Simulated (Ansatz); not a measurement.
Starting cell, InSb (zinc blende):

```xyz
4
Lattice="0.0000 6.6350 6.6350 3.3175 3.3175 6.6350 3.3175 3.3175 0.0000" Properties=species:S:1:pos:R:3 pbc="T T T"
Sb     4.9762     4.9762     4.9762
Sb     4.9762     8.2937     8.2937
In     0.0000     0.0000     0.0000
In     3.3175     6.6350     3.3175
```

A phonon eigenvector at X = (0.5, 0.5, 0.0) is frozen into this cell: atom i moves by Q times the vector below, so Q is the largest atomic displacement, in Å. The cell is held. (q is in reciprocal vectors of the primitive cell; the cell shown is doubled to hold the pattern.)

```csv
atom,x,y,z
Sb1,0.000,0.000,-1.000
Sb2,0.000,0.000,1.000
```

Atoms not listed stay in place.

Level of theory: PBE (plane waves to 420 eV, PAW, scalar-relativistic; Ansatz, a first-principles code). k mesh 12×12×12 (Γ-centred), Fermi-Dirac smearing 0.05 eV. The energy includes the smearing's −TS. With partly filled bands, energies and forces of such displacements shift with the k mesh and the smearing. At this level the bands of InSb touch or barely overlap; measurements give the solid a gap. InSb was relaxed with its symmetry unable to fall. Spin-orbit coupling is left out, though Sb is heavy. The PAW data are Ansatz's earlier set. ΔE is measured from the undisplaced structure. The last digit holds for this mesh only.

```csv
Q (Å),ΔE (meV/cell)
-0.2800,610.3
-0.2333,426.2
-0.1867,withheld
-0.1400,154.6
-0.0933,68.9
-0.0467,17.2
0.0000,0.0
0.0467,17.2
0.0933,68.9
0.1400,154.6
0.1867,withheld
0.2333,426.2
0.2800,610.3
```

Fit an even polynomial form (powers 2, 4) to the given rows and predict ΔE at Q = 0.1867.

Least squares on the 11 given rows: ΔE = (7929)·Q² + (-1833)·Q⁴, in meV/cell with Q in Å; root-mean-square residual 0.07 meV/cell. At 0.1867 the fit gives 274.2 meV/cell; the calculation gives 274.0 meV/cell, so the interpolation is off by 0.2 (+0.1 %). The quadratic term alone would give 276.4 meV/cell.

(A displaced cell: forces are minus the slopes of the energy, force constants its curvatures, and phonons follow from these.)
